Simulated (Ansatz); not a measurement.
Input:

GaSe:
```xyz
4
Lattice="1.8573 1.0723 7.8169 -1.8573 1.0723 7.8169 0.0000 -2.1446 7.8169" Properties=species:S:1:pos:R:3 pbc="T T T"
Ga     0.0000     0.0000     1.2064
Ga     0.0000     0.0000    22.2529
Se     0.0000     0.0000    17.9996
Se     0.0000     0.0000    13.2745
```

This is the LDA-relaxed structure.

### Question
All from LDA (plane waves, PAW; program Ansatz), unless another level is named. Estimate the Bader charges.

### Answer
Ga +0.62, Se -0.62 e.

### Question
Predict the electronic dielectric constant ε∞ (DFPT).

### Answer
8.68 (xx = yy), 7.56 (zz).

### Question
Give the Born charges (a third of the trace).

### Answer
Ga +1.75 to +1.77, Se -1.78 to -1.74 e.

Space group R3m. The workflow started from a Materials Project entry (that database holds measured and hypothetical structures alike); the Crystallography Open Database copy checked does not list it. It is not the phase usual at ambient conditions (space group No. 194). The LDA relaxation kept the symmetry of its start; its stability against distortions is not shown here. A crystal of weakly bound layers computed without a dispersion correction: the cell and the soft elastic constants depend strongly on that. Scalar-relativistic: spin–orbit coupling is off unless named, which matters more the heavier the elements.

Potentials: the later of the program's two PAW sets.
